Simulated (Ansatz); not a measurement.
BN in space group P6_3/mmc (No. 194; B on 2b, N on 2d) under volume change, plane-wave PAW PBE+D3(BJ) (Ansatz code), shape and atoms relaxed at each volume.

```json
[
 {"V (Å³/atom)": "8.235", "E − E(relaxed) (meV/atom)": "8.9", "P (GPa)": "4.16"},
 {"V (Å³/atom)": "8.506", "E − E(relaxed) (meV/atom)": "3.5", "P (GPa)": "2.31"},
 {"V (Å³/atom)": "8.778", "E − E(relaxed) (meV/atom)": "0.8", "P (GPa)": "0.97"},
 {"V (Å³/atom)": "9.049", "E − E(relaxed) (meV/atom)": "0.0", "P (GPa)": "0.00"},
 {"V (Å³/atom)": "9.321", "E − E(relaxed) (meV/atom)": "0.6", "P (GPa)": "-0.65"},
 {"V (Å³/atom)": "9.592", "E − E(relaxed) (meV/atom)": "2.1", "P (GPa)": "-1.10"},
 {"V (Å³/atom)": "9.864", "E − E(relaxed) (meV/atom)": "4.2", "P (GPa)": "-1.39"}
]
```

Question: What does a third-order Birch–Murnaghan fit give for V₀, B₀ and B′?

Answer: V₀ = 9.05 Å³/atom, B₀ = 27.0 GPa, B′ = 11.1.

The start of the workflow was typed in or built on a structure type. Its sites differ from those of the usual phase in this space group: another stacking or structure type. Symmetry was held in the PBE+D3(BJ) relaxation; its stability against distortions is not shown here. The volume moved by 54 % from the start of the relaxation.

Potentials: the later of the program's two PAW sets.
